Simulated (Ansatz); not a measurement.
A relaxation computed with Ansatz, from input to last step.

```yaml
crystal:
  lattice:
    - [3.319403802, 0.0, 0.0]
    - [-1.659701901, 2.874688018, 0.0]
    - [0.0, 0.0, 14.58195783]
  atoms:
    - { symbol: Zr, position: [0.33333333, 0.66666667, 0.08675601] }
    - { symbol: Zr, position: [0.66666667, 0.33333333, 0.58675601] }
    - { symbol: Zr, position: [0.66666667, 0.33333333, 0.91324399] }
    - { symbol: Zr, position: [0.33333333, 0.66666667, 0.41324399] }
    - { symbol: Al, position: [0.33333333, 0.66666667, 0.75] }
    - { symbol: Al, position: [0.66666667, 0.33333333, 0.25] }
    - { symbol: C, position: [0.0, 0.0, 0.0] }
    - { symbol: C, position: [0.0, 0.0, 0.5] }
basis:
  ecutwfc: 420
kpoints:
  mp_grid: { grid: [12, 12, 4] }
hamiltonian:
  xc: pbesol
scf:
  occupations: { method: gaussian, width: 0.1 }
output:
  forces: true
  stress: true
  eigenvalues: true
  write_density: true
  write_potential: true
  elf: true
  volumetric_format: npy
relax:
  adjacent_minimum: "off"
  f_tol: 0.01
  max_steps: 40
```

```bash
ansatz run input.yaml --threads 2 --pin off --max-ram 5120MiB --backend cpu --events-out ev --progress --plain --runs-dir out
```

Theory: DFT PBEsol, scalar-relativistic, plane waves, PAW (Ansatz 0.2.0).

Of 3 frames 3 are shown, positions in Å and forces in eV/Å; the SCF threshold varies from step to step. The mark taken_back stands on steps that the optimiser undid.

```xyz
8
Lattice="3.3194 0.0000 0.0000 -1.6597 2.8747 0.0000 0.0000 0.0000 14.5820" Properties=species:S:1:pos:R:3:forces:R:3 pbc="T T T" step=1 free_energy_over_end_meV_per_atom=1.16
Zr    0.0000    1.9165    1.2651    0.0000    0.0000   -0.3101
Zr    1.6597    0.9582    8.5561    0.0000    0.0000   -0.3101
Zr    1.6597    0.9582   13.3169    0.0000    0.0000    0.3101
Zr    0.0000    1.9165    6.0259    0.0000    0.0000    0.3101
Al    0.0000    1.9165   10.9365    0.0000    0.0000    0.0000
Al    1.6597    0.9582    3.6455    0.0000    0.0000    0.0000
C     0.0000    0.0000    0.0000    0.0000    0.0000    0.0000
C     0.0000    0.0000    7.2910    0.0000    0.0000    0.0000
8
Lattice="3.3194 0.0000 0.0000 -1.6597 2.8747 0.0000 0.0000 0.0000 14.5820" Properties=species:S:1:pos:R:3:forces:R:3 pbc="T T T" step=2 free_energy_over_end_meV_per_atom=2.56 taken_back
Zr    0.0000    1.9165    1.2287    0.0000    0.0000    0.4815
Zr    1.6597    0.9582    8.5197    0.0000    0.0000    0.4815
Zr    1.6597    0.9582   13.3533    0.0000    0.0000   -0.4815
Zr    0.0000    1.9165    6.0623    0.0000    0.0000   -0.4815
Al    0.0000    1.9165   10.9365    0.0000    0.0000    0.0000
Al    1.6597    0.9582    3.6455    0.0000    0.0000    0.0000
C     0.0000    0.0000    0.0000    0.0000    0.0000    0.0000
C     0.0000    0.0000    7.2910    0.0000    0.0000    0.0000
8
Lattice="3.3194 0.0000 0.0000 -1.6597 2.8747 0.0000 0.0000 0.0000 14.5820" Properties=species:S:1:pos:R:3:forces:R:3 pbc="T T T" step=3 free_energy_over_end_meV_per_atom=0.00
Zr    0.0000    1.9165    1.2504    0.0000    0.0000   -0.0047
Zr    1.6597    0.9582    8.5414    0.0000    0.0000   -0.0047
Zr    1.6597    0.9582   13.3315    0.0000    0.0000    0.0047
Zr    0.0000    1.9165    6.0406    0.0000    0.0000    0.0047
Al    0.0000    1.9165   10.9365    0.0000    0.0000    0.0000
Al    1.6597    0.9582    3.6455    0.0000    0.0000    0.0000
C     0.0000    0.0000    0.0000    0.0000    0.0000    0.0000
C     0.0000    0.0000    7.2910    0.0000    0.0000    0.0000
```

Time: 29 s on 2 threads of Arm Neoverse V2 (shared host), peak memory 0.56 GiB.